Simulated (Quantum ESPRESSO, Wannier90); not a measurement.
**LiCl (rock salt), plane waves to Wannier functions**

```xyz
2
Lattice="0.0000 2.5421 2.5421 2.5421 0.0000 2.5421 2.5421 2.5421 0.0000" Properties=species:S:1:pos:R:3 pbc="T T T"
Li     0.0000     0.0000     0.0000
Cl     2.5421     2.5421     2.5421
```

Materials Project entry mp-22905; symmetrised, unrelaxed at this level. COD (Crystallography Open Database) has an entry of this formula and space group (matched by these alone). Level: PBEsol, no spin polarisation, no spin-orbit coupling; pw.x of Quantum ESPRESSO at 60 Ry with PseudoDojo potentials, 8×8×8 k-points, Wannier90. Density: 10×10×10 mesh, cold smearing 0.01 Ry.

Functional, cutoff and mesh named above are those of the base row (PBEsol); the first column says what each row takes instead. Model: 4 functions from bands 2-5, start SCDM (isolated) (the valence bands). Energies are relative to the valence-band maximum; the misfit is to pw.x on a path, for all bands of the set. The functional changes, each with its own PseudoDojo files and their cutoffs, on the same cell. Ω_total can sit in another minimum from row to row; Ω_I of an isolated set cannot.

| functional | Ω_I (Å²) | Ω_total (Å²) | rms misfit (meV) | gap (eV) | bottom of band 2 (eV) |
|---|---|---|---|---|---|
| LDA | 3.35 | 4.16 | 0.3 | 6.14 | -13.45 |
| PBE | 3.27 | 4.07 | 0.2 | 6.48 | -13.50 |
| PBEsol | 3.31 | 4.12 | 0.2 | 6.28 | -13.49 |
